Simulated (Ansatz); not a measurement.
LaIn₂:
```yaml
crystal:
  lattice:
    - [-2.38926, 3.86761, 4.62026]
    - [2.38926, -3.86761, 4.62026]
    - [2.38926, 3.86761, -4.62026]
  atoms:
    - { symbol: La, position: [0.68967, 0.43967, 0.25000] }
    - { symbol: La, position: [0.31033, 0.56033, 0.75000] }
    - { symbol: In, position: [0.71287, 0.16007, 0.55279] }
    - { symbol: In, position: [0.28713, 0.83993, 0.44721] }
    - { symbol: In, position: [0.10728, 0.16007, 0.94721] }
    - { symbol: In, position: [0.89272, 0.83993, 0.05279] }
```

Relaxed with r²SCAN. Special points in fractions of this cell's reciprocal vectors: Γ (0.000, 0.000, 0.000); X (0.500, 0.500, -0.500); F2 (0.317, 0.683, -0.317); Σ0 (-0.317, 0.317, 0.317); Y0 (0.425, -0.425, 0.425); U0 (0.575, 0.425, -0.425); R (0.000, 0.500, 0.000); W (0.250, 0.250, 0.250); S (0.500, 0.000, 0.000); T (0.000, 0.000, 0.500).

**Question.** List the band energies nearest the Fermi level at these points for r²SCAN (plane waves, PAW; program Ansatz).

**Answer.** In eV from the Fermi level; about four levels below and three above (degenerate sets whole), none deeper than 8.9 eV; points with the same levels are listed once.

```json
[
 {"k": "Γ", "below": "-1.62 -1.54 -1.33 -1.12", "above": "0.12 1.25 1.38"},
 {"k": "X", "below": "-1.19 -0.66 -0.42 -0.13", "above": "0.18 0.36 0.40"},
 {"k": "F2", "below": "-2.15 -1.40 -0.95 -0.10", "above": "0.54 0.89 0.90"},
 {"k": "Y0", "below": "-1.29 -0.64 -0.48 -0.45", "above": "0.23 0.31 0.66"},
 {"k": "R", "below": "-1.96 -1.87 -1.53 -0.68", "above": "0.57 1.31 1.62"},
 {"k": "W", "below": "-1.06 -1.06 -0.31 -0.31", "above": "0.96 0.96 1.79 1.79"},
 {"k": "S", "below": "-1.63 -0.62 -0.44 -0.23", "above": "0.61 0.79 1.31"},
 {"k": "T", "below": "-1.16 -1.16 -0.21 -0.21", "above": "1.53 1.53 1.67 1.67"}
]
```

Space group Imma. The first step of the workflow began from a Materials Project structure, measured or hypothetical; the Crystallography Open Database copy checked does not list it. Whether it is the stable phase at ambient conditions was not checked. The cell was relaxed with r²SCAN under the symmetry of its start; its stability against distortions is not shown here. Spin–orbit coupling is left out wherever it is not named.

Potentials: the later of the program's two PAW sets.
